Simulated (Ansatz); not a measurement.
**Calculated ¹⁷O nuclear quadrupole resonance for LiH₄BrO₂ under strain**

Cell: a structure deposited in the COD, relaxed with PBE at fixed cell and then changed (x stretched by 2 %).

```cif
data_structure
_symmetry_space_group_name_H-M 'P 1'
_symmetry_Int_Tables_number 1
_cell_length_a 5.4061
_cell_length_b 6.4191
_cell_length_c 6.4085
_cell_angle_alpha 63.655
_cell_angle_beta 81.887
_cell_angle_gamma 65.137
_cell_volume 180.54
loop_
_atom_site_label
_atom_site_type_symbol
_atom_site_fract_x
_atom_site_fract_y
_atom_site_fract_z
_atom_site_occupancy
Li1 Li 0.30640 0.38535 0.48033 1
Li2 Li 0.69360 0.61465 0.51967 1
H3 H 0.03122 0.86180 0.27785 1
H4 H 0.96878 0.13820 0.72215 1
H5 H 0.79651 0.34662 0.28165 1
H6 H 0.20349 0.65338 0.71835 1
H7 H 0.58486 0.61532 0.13142 1
H8 H 0.41514 0.38468 0.86858 1
H9 H 0.92654 0.76563 0.13429 1
H10 H 0.07346 0.23437 0.86571 1
Br11 Br 0.24927 0.12358 0.22848 1
Br12 Br 0.75073 0.87642 0.77152 1
O13 O 0.98427 0.72131 0.29385 1
O14 O 0.01573 0.27869 0.70615 1
O15 O 0.61682 0.47803 0.29001 1
O16 O 0.38318 0.52197 0.70999 1
```

Atom numbers follow the list; atoms alike are taken as one site, whose name carries the number of the first.

All values are calculated (Ansatz; DFT, PBE, plane waves and PAW (field gradients read without the response of the frozen cores, which leaves them typically 4 to 6 % off), scalar-relativistic, 420 eV cutoff, Γ-centred 5×4×4 k-points, Fermi–Dirac smearing 0.02 eV), not measured.

¹⁷O: I = 5/2, Q = -25.58 mb (year-2017 value). Static lattice, zero field.

(1) Predict the zero-field ¹⁷O lines of each site.

Answers

(1) For I = 5/2 and η = 0 the lines are 3|C_Q|/20 and twice that; η pulls their ratio below 2. At large η the states mix, and weaker lines appear at sums of the main ones; lines under 5 % of the strongest are left out.

```json
{"site": "O13", "atoms": "13, 14", "V_zz (10²¹ V/m²)": "-14.17", "C_Q (MHz)": "8.76", "η": "0.78", "line frequencies (MHz)": "2.00, 2.40, 4.40"}
{"site": "O15", "atoms": "15, 16", "V_zz (10²¹ V/m²)": "-14.36", "C_Q (MHz)": "8.88", "η": "0.75", "line frequencies (MHz)": "1.99, 2.45, 4.43"}
```

The atoms aren't relaxed in the changed cell (largest force 0.3 eV/Å).

Hardware: 1 thread of Intel Xeon Platinum 8488C (Sapphire Rapids) (x86_64; 16 cores open to the job, memory cap 3.0 GiB, no GPU), a shared host with a load of 0.2 a core. Wall time 13 s, CPU time 13 s, peak memory 0.61 GiB.
